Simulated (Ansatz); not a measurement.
Stationary points along a deformation path in N

Computed with DFT LDA, scalar-relativistic, plane waves, PAW in Ansatz 0.2.0. Cutoff 420 eV, Γ-centred 12×12×6 k-points, Gaussian smearing of 0.05 eV. Collinear spins, started from moments 3.2, 3.2 μB in atom order; the magnetic state may not be the lowest. Energies are free energies at this smearing, counted from the undisturbed cell; pressure is positive in compression.

The starting cell (as given, not relaxed at this level; it stands at -0.3 GPa, and it needn't be the usual structure):

```
CELL_PARAMETERS angstrom
3.62900 0.00000 0.00000
-1.81450 3.14281 0.00000
0.00000 0.00000 5.89000
ATOMIC_POSITIONS crystal
N 0.33333 0.66667 0.25000
N 0.66667 0.33333 0.75000
```

At fixed volume and fractional coordinates, lengths along (0.000, 0.000, 1.000) are scaled against those across it; ρ is that ratio over its starting value. V = 33.588 Å³/atom. Δσ is the stress along the axis less the mean stress across it (compression positive).

| ρ | ΔE (meV/atom) | Δσ (GPa) | space group |
| --- | --- | --- | --- |
| 0.800 | 3.4 | 0.19 | P6_3/mmc |
| 0.850 | 1.9 | 0.15 | P6_3/mmc |
| 0.920 | 0.6 | 0.09 | P6_3/mmc |
| 0.960 | 0.1 | 0.05 | P6_3/mmc |
| 1.000 | 0.0 | 0.01 | P6_3/mmc |
| 1.050 | 0.2 | -0.05 | P6_3/mmc |
| 1.100 | 0.6 | -0.11 | P6_3/mmc |
| 1.200 | 2.7 | -0.25 | P6_3/mmc |
| 1.300 | 6.4 | -0.42 | P6_3/mmc |

**Question.** How does the stress give the slope of the energy, and where is the energy stationary?

**Answer.** Along the path d ln(length) is 2/3 d ln ρ on the axis and −1/3 d ln ρ across it, so dE/d ln ρ = −(2/3) V Δσ: the energy falls with ρ where Δσ is positive. Δσ vanishes or changes sign at ρ = 1.000 (P6_3/mmc), a minimum at 0.0 meV/atom. Pairs of stationary points between two samples would go unseen, and could change a minimum read from distant neighbours into a maximum.

**Question.** Integrate that slope from ρ = 1 to 0.850 by the trapezoid rule.

**Answer.** With V/N in Å³ and 1 eV/Å³ = 160.2 GPa the slopes at ρ = 1.000, 0.960, 0.920, 0.850 are -1, -7, -12, -22 meV/atom per unit of ln ρ. The steps add 0.2 + 0.4 + 1.3 = 1.9 meV/atom, against 1.9 from the energies; the trapezoid rule misses the curvature of the slope within each step.